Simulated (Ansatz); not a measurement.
**Ta$_{4}$O (P4/mmm), clamped-ion strain scan**

Theory: DFT PBE, scalar-relativistic, plane waves, PAW (Ansatz). Cutoff 420 eV, Γ-centred 14×14×8 k-points, Gaussian smearing of 0.15 eV. Spin–orbit coupling is left out, which can shift energies with elements as heavy as these. No spin polarisation. Energies are free energies at this smearing, counted from the undisturbed cell; pressure is positive in compression.

The undisturbed cell (relaxed at this level; with this scan's settings it stands at 0.1 GPa; it needn't be the usual structure):

```
Ta O
1.0
     3.25471    0.00000    0.00000
     0.00000    3.25471    0.00000
     0.00000    0.00000    7.39539
Ta O
4 1
Direct
  0.00000 0.00000 0.50000
  0.50000 0.50000 0.78291
  0.50000 0.50000 0.21709
  0.00000 0.00000 0.00000
  0.50000 0.50000 0.50000
```

The cell is strained by ε times the Voigt pattern (1, 0, 0, 0, 0, 0) (xx, yy, zz, yz, xz, xy; engineering shear) with fractional coordinates fixed. The cell is metallic on the mesh throughout.

```csv
ε,ΔE (meV/atom),"stress summed along the pattern (GPa, tension positive)",pressure (GPa)
-0.1500,422.4,-64.17,50.7
-0.0750,95.5,-27.72,19.7
0.0000,0.0,-0.09,0.1
0.0375,17.8,9.33,-6.7
0.1125,130.1,?,?
```

**Question.** Give the withheld values.

**Answer.** stress summed along the pattern (GPa, tension positive) at ε = 0.1125: 19.79; pressure (GPa) at ε = 0.1125: -16.4.

Cost: 5 runs of about 2.9 core-minutes in all, on Arm Neoverse V2 (shared hosts).